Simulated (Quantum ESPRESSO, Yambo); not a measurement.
For Cs2NaScBr6 (space group Fm-3m, No. 225), Yambo gives the independent-particle static dielectric constant along x as 3.86 on PBEsol bands and 3.01 after a scissor of 2.96 eV widens every gap (2×2×2 mesh, 249 bands, 3 Ry local-field block, 0.2 eV broadening).

**Question.** A scissor keeps the position matrix elements. In a one-oscillator model, how does ε − 1 scale, and what mean transition energy do the two values imply?

**Answer.** Each transition adds |r|²/E to ε − 1, so ε − 1 ∝ 1/(E0 + Δ). Then (3.01 − 1)/(3.86 − 1) = E0/(E0 + Δ) = 0.703, and E0 = Δ(ε' − 1)/(ε − ε') = 7.0 eV. The computed Im ε, weighted by 1/E up to 20 eV, has its mean at 7.9 eV; the smallest direct PBEsol gap is 3.11 eV. The scissor comes from a G0W0 run whose convergence isn't established. Convergence of the RPA response with its 2×2×2 mesh was not tested.

Bands from Quantum ESPRESSO.

Spin-orbit coupling is not included.

Geometry of the Materials Project entry, not relaxed at this level; primitive cell a = b = c = 7.9726 Å, α = β = γ = 60.00°.

The structure is a Materials Project entry; no match was found in the copy of COD used, and its stability was not checked.
